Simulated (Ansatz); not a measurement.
# Stability test of a CsSr₃Nb cell

All numbers below come from DFT PBE, scalar-relativistic, plane waves, PAW (Ansatz 0.2.0). Settings: cutoff 420 eV, Γ-centred mesh 6×6×6 on the computed 5-atom cell, Gaussian smearing of 0.10 eV; no spin polarisation.

The cell below (5 atoms, Pm-3m (No. 221)) is relaxed within its symmetry. It is a trial structure, and others of CsSr₃Nb can lie lower.

```
Cs Sr Nb
1.0
     6.27933    0.00000    0.00000
     0.00000    6.27933    0.00000
     0.00000    0.00000    6.27933
Cs Sr Nb
1 3 1
Cartesian
  0.0000 0.0000 0.0000
  0.0000 3.1397 3.1397
  3.1397 0.0000 3.1397
  3.1397 3.1397 0.0000
  3.1397 3.1397 3.1397
```

For the test it was strained at random by about 1.5 %, the atoms were moved at random (σ = 0.10 Å), and all was relaxed without symmetry on a coarse k mesh of 4×4×4 with 0.1 eV smearing. The unmoved cell, run with the same settings, is the reference; its energy there differs by 3 meV/atom from that of the cell above, which cancels only where start and end are alike, and differences of a few meV/atom aren't resolved.

Question: Does it come back?

Answer: It returns to Pm-3m (No. 221) at a loose tolerance of 0.1 Å, within 1 meV/atom of the reference. So it is a local minimum, stable against the distortions that fit this cell and this draw; softer or longer ones aren't excluded.

Cost: 3 runs of about 1.8 core-minutes in all, on Intel Xeon Platinum 8488C (Sapphire Rapids) (shared hosts).